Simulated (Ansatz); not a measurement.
Level: r2SCAN, no spin polarisation; 500 eV; 7×7×7 Γ-centred mesh; fermi-dirac occupations (width 0.1 eV); Ansatz 0.2.0, fixed geometry.

Computed maps in the lattice plane spanned by a (left to right, 5.40 Å, 16 points from zero) and b (bottom to top, 5.40 Å, 16 points from zero), 90° apart, at height 0.750 along c. The fields are smooth PAW ones with compensation charges, not the true ones near nuclei.

Valence density. Digits on a logarithmic scale: 0 up to 0.03 e/Å³, each further digit a factor of 1.6, 9 from 1.3 e/Å³ up:
```
6421011111246777
3211112111123454
1111233321111222
0012455542110000
0113578753110000
0123589853210000
0113578753110000
0012455542100000
1111233321111222
3211112111123454
6421011101246777
8631000001368888
8742000002478868
8752000002578606
8742000002478868
8631000001368888
```

ELF. Ten even steps from '0' (0.00) to '9' (0.96):
```
8510000000158999
4100000000014676
0000000000000111
0000123210000000
0000279720000111
1000399930001121
0000279720000111
0000123210000000
0000000000000111
4100000000014676
8510000000158999
9840001000489888
8961011101698404
8971012101798000
8961011101698404
9840001000489888
```

The cell is CsH₃I₂. Which atoms lie within 0.2 Å of this plane, and where (fractions of a and b)?

Cs at (0.88, 0.12), H at (0.38, 0.62). The whole cell:
```
Cs I H
1.0
     0.00000    5.40151    0.00000
     5.40151    0.00000    0.00000
     2.70075    2.70075   -9.53412
Cs I H
2 4 6
Direct
  0.87500 0.12500 0.75000
  0.12500 0.87500 0.25000
  0.70600 0.45600 0.08800
  0.45600 0.70600 0.58800
  0.29400 0.54400 0.91200
  0.54400 0.29400 0.41200
  0.62500 0.37500 0.25000
  0.37500 0.62500 0.75000
  0.50000 0.50000 0.00000
  0.50000 0.00000 0.50000
  0.00000 0.50000 0.00000
  0.50000 0.50000 0.50000
```

Origin: a known structure type with other elements, at an estimated volume, so it need not be a known compound. Caveats: atoms or cell far from equilibrium.
